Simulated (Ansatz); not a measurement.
Starting cell, TiN (rock salt):

```xyz
4
Lattice="0.0000 4.2469 4.2469 2.1235 2.1235 4.2469 2.1235 2.1235 0.0000" Properties=species:S:1:pos:R:3 pbc="T T T"
N      0.0000     0.0000     0.0000
N      2.1235     4.2469     2.1235
Ti     2.1235     2.1235     2.1235
Ti     2.1235     4.2469     4.2469
```

The atoms are displaced by Q × the pattern below (from a DFPT mode at X = (0.5, 0.5, 0.0), largest move 1; Q in Å), at fixed cell. (q is in reciprocal vectors of the primitive cell; the cell shown is doubled to hold the pattern.)

```json
[
 {"atom": "N1", "x": "0.000", "y": "0.000", "z": "1.000"},
 {"atom": "N2", "x": "0.000", "y": "0.000", "z": "-1.000"},
 {"atom": "Ti3", "x": "0.000", "y": "0.000", "z": "-0.058"},
 {"atom": "Ti4", "x": "0.000", "y": "0.000", "z": "0.058"}
]
```

Calculation: PBE (plane waves to 420 eV, PAW, scalar-relativistic; Ansatz, a first-principles code). k mesh 19×19×19 (Γ-centred), Fermi-Dirac smearing 0.05 eV. E stands for the smeared free energy. With partly filled bands, energies and forces of such displacements shift with the k mesh and the smearing. TiN is run without spin polarisation. TiN was relaxed with its symmetry unable to fall. The zero of ΔE is the undisplaced structure.

Question: Give the computed ΔE (meV/cell) and −dE/dQ from forces (eV/Å) at Q (Å) = -0.050, -0.033, 0.033, 0.050, 0.100.

Answer: 
```json
[
 {"Q (Å)": "-0.050", "ΔE (meV/cell)": "38", "−dE/dQ from forces (eV/Å)": "1.541"},
 {"Q (Å)": "-0.033", "ΔE (meV/cell)": "17", "−dE/dQ from forces (eV/Å)": "1.026"},
 {"Q (Å)": "0.033", "ΔE (meV/cell)": "17", "−dE/dQ from forces (eV/Å)": "-1.026"},
 {"Q (Å)": "0.050", "ΔE (meV/cell)": "38", "−dE/dQ from forces (eV/Å)": "-1.541"},
 {"Q (Å)": "0.100", "ΔE (meV/cell)": "155", "−dE/dQ from forces (eV/Å)": "-3.120"}
]
```

(A displaced cell: forces are minus the slopes of the energy, force constants its curvatures, and phonons follow from these.)
